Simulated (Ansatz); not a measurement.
Mg:
```
CELL_PARAMETERS angstrom
      3.07895     0.00000     0.00000
     -1.53948     2.66645     0.00000
      0.00000     0.00000     3.04282
ATOMIC_POSITIONS crystal
  Mg 0.00000 0.00000 0.00000
```

Relaxed with r²SCAN. Special points in fractions of this cell's reciprocal vectors: Γ (0.000, 0.000, 0.000); M (0.500, 0.000, 0.000); K (0.333, 0.333, 0.000); A (0.000, 0.000, 0.500); L (0.500, 0.000, 0.500); H (0.333, 0.333, 0.500).

List the band energies nearest the Fermi level at these points for the program Ansatz at the r²SCAN level (PAW).

In eV from the Fermi level; about four levels below and three above (degenerate sets whole), none deeper than 8.9 eV; … stands for higher levels left out; points with the same levels are listed once.

| k | below | above |
|---|---|---|
| Γ | -7.08 | 8.55 9.56 … |
| M | -1.83 -1.19 | 8.67 9.03 … |
| K | -0.08 -0.08 | 1.10 … |
| A | -2.94 -2.64 | 15.47 15.47 … |
| L | – | 1.59 2.49 3.03 |
| H | – | 3.25 3.25 3.91 |

Space group P6/mmm (simple hexagonal). The workflow started from a Materials Project entry (that database holds measured and hypothetical structures alike); the Crystallography Open Database copy checked does not list it. It is not the phase usual at ambient conditions (space group No. 194). The cell was relaxed with r²SCAN under the symmetry of its start. At this level the phase is mechanically unstable.

Potentials: the earlier of the program's two PAW sets.
